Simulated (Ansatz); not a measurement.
GeSe:
```
CELL_PARAMETERS angstrom
      3.68709     0.00000     0.00000
     -1.84354     3.19311     0.00000
      0.00000     0.00000     3.63576
ATOMIC_POSITIONS crystal
  Ge 0.00000 0.00000 0.00000
  Se 0.66667 0.33333 0.50000
```

Relaxed with PBEsol. Special points in fractions of this cell's reciprocal vectors: Γ (0.000, 0.000, 0.000); M (0.500, 0.000, 0.000); K (0.333, 0.333, 0.000); A (0.000, 0.000, 0.500); L (0.500, 0.000, 0.500); H (0.333, 0.333, 0.500).

**Question.** List the band energies nearest the Fermi level at these points for DFT-PBEsol in the program Ansatz with PAW potentials.

**Answer.** In eV from the Fermi level; about four levels below and three above (degenerate sets whole), none deeper than 8.9 eV; points with the same levels are listed once.

| k | below | above |
|---|---|---|
| Γ | -5.56 -3.20 -1.54 -1.54 | 3.13 3.13 4.30 |
| M | -3.11 -2.01 -1.45 | 2.01 2.41 4.47 |
| K | -5.40 -1.10 | 0.90 1.47 2.13 |
| A | -0.52 -0.52 | 1.36 1.45 2.97 2.97 |
| L | -7.65 -5.53 -5.20 -1.49 | 1.25 2.77 2.81 |
| H | -5.44 -5.22 -3.37 -1.57 | 5.74 6.65 9.66 |

Space group P-6m2. The cell is a constructed one: a structure type filled with these elements; neither database checked (COD, Materials Project) lists it. It is not the phase usual at ambient conditions (space group No. 62). The cell was relaxed with PBEsol under the symmetry of its start. At this level the phase is dynamically unstable (imaginary phonons). Scalar-relativistic: spin–orbit coupling is off unless named, which matters more the heavier the elements.

Potentials: the later of the program's two PAW sets.
